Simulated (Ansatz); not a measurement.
# Computed properties of LuBRh$_{3}$

LuBRh$_{3}$:
Space group Pm-3m (No. 221); a = 4.142 Å, b = 4.142 Å, c = 4.142 Å, α = 90.00°, β = 90.00°, γ = 90.00°

```
atom  site  symmetry       x       y       z
----  ----  --------  ------  ------  ------
Rh      3c    4/mm.m  0.0000  0.5000  0.5000
B       1b      m-3m  0.5000  0.5000  0.5000
Lu      1a      m-3m  0.0000  0.0000  0.0000
```

Space group Pm-3m (No. 221), cubic perovskite; conventional cell a = 4.142 Å, b = 4.142 Å, c = 4.142 Å, α = 90.00°, β = 90.00°, γ = 90.00°.

Method: the program Ansatz at the r²SCAN level (PAW). Structure relaxed to zero pressure with the same functional. Other levels are named where they apply.

### Cell and energy

Volume per atom: 14.21 Å³
Density: 11.56 g/cm³
Formation energy from the elements (no fitted shifts): -0.86 eV/atom

### Electronic structure

* **Electronic character**: metallic (no gap)
* **Density of states at the Fermi level**: 0.74 states/eV per atom (mean over ±0.08 eV)
* **Gap with spin–orbit coupling**: none (metallic)

### Mechanics

Bulk modulus (Birch–Murnaghan fit): 206 GPa
Pressure derivative B′: 4.6

### Charges

* **Bader charges**: Rh -0.56, B -0.04, Lu +1.72 e

The workflow started from an entry of the Crystallography Open Database (COD). Whether it is the stable phase at ambient conditions was not checked. The r²SCAN relaxation kept the symmetry of its start; its stability against distortions is not shown here. No spin polarisation was allowed. The references are the lowest solids computed at this level, not always the standard phases. Spin–orbit coupling is left out wherever it is not named.

Potentials: the later of the program's two PAW sets.
